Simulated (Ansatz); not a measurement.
Consider the following.

Hf₂SnC:
```cif
data_C2Hf4Sn2
_chemical_formula_sum 'Hf4 Sn2 C2'
_space_group_name_H-M_alt 'P63/mmc'
_space_group_IT_number 194
_space_group_name_Hall '-P 6c 2c'
_cell_length_a 3.33380
_cell_length_b 3.33380
_cell_length_c 14.39399
_cell_angle_alpha 90.000
_cell_angle_beta 90.000
_cell_angle_gamma 120.000
loop_
_atom_site_label
_atom_site_type_symbol
_atom_site_symmetry_multiplicity
_atom_site_Wyckoff_symbol
_atom_site_fract_x
_atom_site_fract_y
_atom_site_fract_z
_atom_site_occupancy
Hf1 Hf 4 f 0.33333 0.66667 0.08500 1
Sn1 Sn 2 d 0.66667 0.33333 0.25000 1
C1 C 2 a 0.00000 0.00000 0.00000 1
```

This is the r²SCAN-relaxed structure.

### Question
All from plane-wave PAW r²SCAN (Ansatz code), unless another level is named. Give the electronic character.

### Answer
metallic (no gap).

### Question
And the density of states at the Fermi level?

### Answer
0.38 states/eV per atom (mean over ±0.08 eV).

### Question
What about the formation energy from the elements (no fitted shifts)?

### Answer
-0.83 eV/atom.

### Question
Predict the gap with spin–orbit coupling.

### Answer
none (metallic).

Space group P6_3/mmc. The first step of the workflow began from a Materials Project structure, measured or hypothetical; the Crystallography Open Database copy checked does not list it. Whether it is the stable phase at ambient conditions was not checked. The r²SCAN relaxation kept the symmetry of its start; whether a distortion lowers the energy is not shown. The run is not spin-polarised. The references are the lowest solids computed at this level, not always the standard phases. Spin–orbit coupling is left out wherever it is not named.

Potentials: the later of the program's two PAW sets.
